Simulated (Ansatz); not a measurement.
Relax this structure to zero stress and force, keeping its symmetry:

```
Ba Zn Sb F
1.0
     4.43835    0.00000    0.00000
     0.00000    4.43835    0.00000
     0.00000    0.00000    9.77891
Ba Zn Sb F
2 2 2 2
Cartesian
  0.0000 2.2192 3.4303
  2.2192 0.0000 6.3486
  2.2192 2.2192 0.0000
  0.0000 0.0000 0.0000
  2.2192 0.0000 1.6237
  0.0000 2.2192 8.1552
  2.2192 2.2192 4.8895
  0.0000 0.0000 4.8895
```

Method: Ansatz, DFT PBE, scalar-relativistic, plane waves, PAW.

Settings: cutoff 420 eV, Γ-centred mesh 8×8×4 on the computed 8-atom cell, Gaussian smearing of 0.10 eV; no spin polarisation.

Task: What does it relax to?

Result: The volume rises by 0.64 Å³/atom to 24.72 Å³/atom, and the energy falls by 2.8 meV/atom. Final structure:
```cif
data_structure
_symmetry_space_group_name_H-M 'P4/nmm:1'
_symmetry_Int_Tables_number 129
_cell_length_a 4.4750
_cell_length_b 4.4750
_cell_length_c 9.8762
_cell_angle_alpha 90.000
_cell_angle_beta 90.000
_cell_angle_gamma 90.000
_cell_volume 197.78
loop_
_atom_site_label
_atom_site_type_symbol
_atom_site_symmetry_multiplicity
_atom_site_Wyckoff_symbol
_atom_site_fract_x
_atom_site_fract_y
_atom_site_fract_z
_atom_site_occupancy
Ba1 Ba 2 c 0.00000 0.50000 0.35050 1
Zn1 Zn 2 a 0.50000 0.50000 0.00000 1
Sb1 Sb 2 c 0.50000 0.00000 0.16626 1
F1 F 2 b 0.50000 0.50000 0.50000 1
```

Course of the relaxation (steps run on the plane waves of an earlier cell, and the basis is chosen afresh near the end, so energy and pressure can step there; trial steps that raised the energy were taken back; energies are free energies):

```
step E − E_final (meV/atom) largest force component (eV/Å) P (GPa) V (Å³/atom)
   1                     2.8                           0.150     1.40        24.08
   2                     6.9                           0.097    -1.56        25.68
   3                     0.8                           0.084    -0.09        24.69
   4                     0.9                           0.071    -0.09        24.80
   5                     0.6                           0.002     0.00        24.69
   6                     0.0                           0.001     0.05        24.69
   7                     0.0                           0.000     0.00        24.72
   8                     0.0                           0.001     0.00        24.72
```